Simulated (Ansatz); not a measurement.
InAs (zinc blende)

```xyz
2
Lattice="0.0000 3.0932 3.0932 3.0932 0.0000 3.0932 3.0932 3.0932 0.0000" Properties=species:S:1:pos:R:3 pbc="T T T"
As     4.6397     4.6397     4.6397
In     0.0000     0.0000     0.0000
```

Two-dimensional scan of atom 2 (In, nearest neighbour As at 2.679 Å; its periodic images, 4.4 Å or more away, move with it): u runs along (1.000, 0.000, 0.000), v along (0.000, 0.000, 1.000) (Cartesian). Cell and other atoms are fixed.

Calculation: PBE (plane waves to 420 eV, PAW, scalar-relativistic; Ansatz, an electronic-structure program). k mesh 8×8×8 (Γ-centred), Fermi-Dirac smearing 0.05 eV. The energy includes the smearing's −TS. Points where atoms come too close for the PAW data are left out (x in tables, blank in figures). With partly filled bands, energies and forces of such displacements shift with the k mesh and the smearing. At this level the bands of InAs touch or barely overlap; measurements give the solid a gap. InAs was relaxed with its symmetry unable to fall. The last digit holds for this mesh only.

Changes of ΔE (eV/cell) from the point u = 0.000 Å, v = 0.000 Å when one coordinate moves alone (two changes are said to add if the coupling is within 5 % of the smaller one, nearly so within 20 %):

```csv
point,change
"u = 0.000 Å, v = -0.880 Å",1.9909
"u = 0.000 Å, v = -0.440 Å",0.6011
"u = -0.880 Å, v = 0.000 Å",1.9909
"u = -0.440 Å, v = 0.000 Å",0.6011
"u = 0.440 Å, v = 0.000 Å",0.6011
"u = 0.880 Å, v = 0.000 Å",1.9909
"u = 0.000 Å, v = 0.440 Å",0.6011
"u = 0.000 Å, v = 0.880 Å",1.9909
```

Do the two effects add at u = -0.440 Å, v = -0.440 Å? Give the computed change.

The sum of the single changes is 0.6011 + (0.6011) = 1.2022; the calculation gives 1.4302, so the coupling contributes 0.2280 (over 20 % of the smaller single change, not additive).

Do the two effects add at u = -0.440 Å, v = -0.880 Å? Give the computed change.

The sum of the single changes is 0.6011 + (1.9909) = 2.5920; the calculation gives 3.4383, so the coupling contributes 0.8463 (over 20 % of the smaller single change, not additive).

(For displaced atoms, the force is minus the slope of the energy, and its curvature is a force constant, which sets phonon frequencies.)
